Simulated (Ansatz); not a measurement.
## Ag: stiffness from a series of strains

```xyz
2
Lattice="2.9300 0.0000 0.0000 -1.4650 2.5375 0.0000 0.0000 0.0000 4.7900" Properties=species:S:1:pos:R:3 pbc="T T T"
Ag    0.0000    1.6916    1.1975
Ag    1.4650    0.8458    3.5925
```

Atoms are numbered in the order listed.

The cell comes from COD entry 1509145, which wasn't checked; take it as a given geometry.

Theory: DFT, LDA, all-electron LAPW, scalar-relativistic in Ansatz 0.2.0.

The runs use a Γ-centred 14×14×8 k mesh, Fermi–Dirac smearing of 0.05 eV, basis error target 0.25 meV/atom, no spin polarisation.

The strain is applied along the Cartesian axes of the cell as listed (the other components stay zero). Fractional coordinates are held (clamped ions).

σ is the change of stress from the unstrained cell, which is at -10.60 GPa; tension is positive, so slopes are stress–strain coefficients at that pressure. In a metal the k mesh adds noise.

Only quantities that a quadratic follows smoothly over the whole series are listed; rougher ones are left out.

```tsv
εzz	σzz (GPa)	σxx (GPa)
-0.0200	-2.76	-1.08
-0.0100	-1.30	-0.51
0.0000	0.00	0.00
0.0200	2.06	0.92
```

Q: Fit the series and read off the stiffness at zero strain.

A: Least-squares fits y = p0 + p1 x + p2 x² to the rows give σzz (GPa): p1 = 121, p2 = -870; σxx (GPa): p1 = 49.9, p2 = -210. So C33 = 121 GPa and C13 = 50 GPa, for these axes.

Q: One run, at εzz = 0.0100, is withheld. Predict its row.

A: The fits give 1.12, 0.48; the run gave 1.13, 0.47.
